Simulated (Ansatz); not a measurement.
Strain response of ZnSe$_{2}$

These are results of Ansatz, DFT r2SCAN, scalar-relativistic, plane waves, PAW, not measurements. Settings: 500 eV cutoff, 4×4×4 k-mesh, Gaussian smearing of 0.02 eV, no spin polarisation.

Starting point, cell and atoms relaxed:

```
Zn Se
1.0
     6.30697    0.00000    0.00000
     0.00000    6.30697    0.00000
     0.00000    0.00000    6.30697
Zn Se
4 8
Direct
  0.50000 0.50000 0.00000
  0.50000 0.00000 0.50000
  0.00000 0.50000 0.50000
  0.00000 0.00000 0.00000
  0.10831 0.89169 0.39169
  0.89169 0.39169 0.10831
  0.39169 0.10831 0.89169
  0.60831 0.60831 0.60831
  0.89169 0.10831 0.60831
  0.10831 0.60831 0.89169
  0.60831 0.89169 0.10831
  0.39169 0.39169 0.39169
```

Deformation: biaxial strain in the a-b plane, with the length and tilt of c and the atoms relaxed, all within the symmetry that the strain leaves. Energies are extrapolated to zero smearing. Gaps are generalised Kohn–Sham gaps over the whole zone.

```tsv
strain (%)	ΔE (meV/atom)	a (Å)	b (Å)	c (Å)	gap (eV)
-3.0	11.3	6.118	6.118	6.551	0.93
-1.5	2.6	6.212	6.212	6.426	1.04
+0.0	0.0	6.307	6.307	6.307	1.14
+1.5	2.1	6.402	6.402	6.197	1.08
+3.0	7.5	6.496	6.496	6.100	1.10
```

(1) What stiffness (1/V) d²E/dε² at zero strain does a cubic fit over all points give?

(2) How does the free axis c answer a small strain?

(3) How fast does the gap move with strain on either side?

Results:

(1) A cubic fit gives (1/V) d²E/dε² = 161 GPa at zero strain (twice the biaxial modulus).

(2) Between the innermost points its strain is -1.21 times the applied one.

(3) 71 meV per percent on the compressed side and -45 meV per percent on the stretched side; it is indirect at -1.5 %, indirect at zero and indirect at +1.5 %.